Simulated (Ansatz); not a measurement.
AgTi4S8: computed property card

AgTi4S8:
Space group P-3m1 (No. 164); a = 6.842 Å, b = 6.842 Å, c = 6.292 Å, α = 90.00°, β = 90.00°, γ = 120.00°

| atom | site | symmetry | x | y | z |
|---|---|---|---|---|---|
| S | 6i | .m. | 0.1686 | 0.3373 | 0.2258 |
| S | 2d | 3m. | 0.6667 | 0.3333 | 0.2237 |
| Ti | 1a | -3m. | 0.0000 | 0.0000 | 0.0000 |
| Ti | 3e | .2/m. | 0.0000 | 0.5000 | 0.0000 |
| Ag | 1b | -3m. | 0.0000 | 0.0000 | 0.5000 |

Space group P-3m1 (No. 164); conventional cell a = b = 6.842 Å, c = 6.292 Å, α = β = 90.00°, γ = 120.00°.

Method: r²SCAN+D4 (plane waves, PAW; program Ansatz). Geometry: relaxed at this level of theory. Other levels are named where they apply.

**Cell and energy**

Volume per atom: 19.62 Å³
Density: 3.62 g/cm³
Formation energy from the elements (no fitted shifts): -1.41 eV/atom

**Electronic structure**

- Electronic character: metallic (no gap)
- Density of states at the Fermi level: 0.45 states/eV per atom (mean over ±0.08 eV)
- Gap with spin–orbit coupling: none (metallic)

**Mechanics**

- Bulk modulus (Birch–Murnaghan fit) = 43.5 GPa
- Pressure derivative B′ = 6.5

**Charges**

- Bader charges = S -0.99 to -0.97, Ti +1.81 to +1.83, Ag +0.57 e

The cell is a constructed one: a structure type filled with these elements; neither database checked (COD, Materials Project) lists it. Its standing as an ambient phase is unchecked. The r²SCAN+D4 relaxation kept the symmetry of its start; its stability against distortions is not shown here. The run is not spin-polarised. With an odd number of electrons in the cell and no spin polarisation, the count alone makes it a metal. The references are the lowest solids computed at this level, not always the standard phases. Scalar-relativistic: spin–orbit coupling is off unless named, which matters more the heavier the elements.

Potentials: the later of the program's two PAW sets.
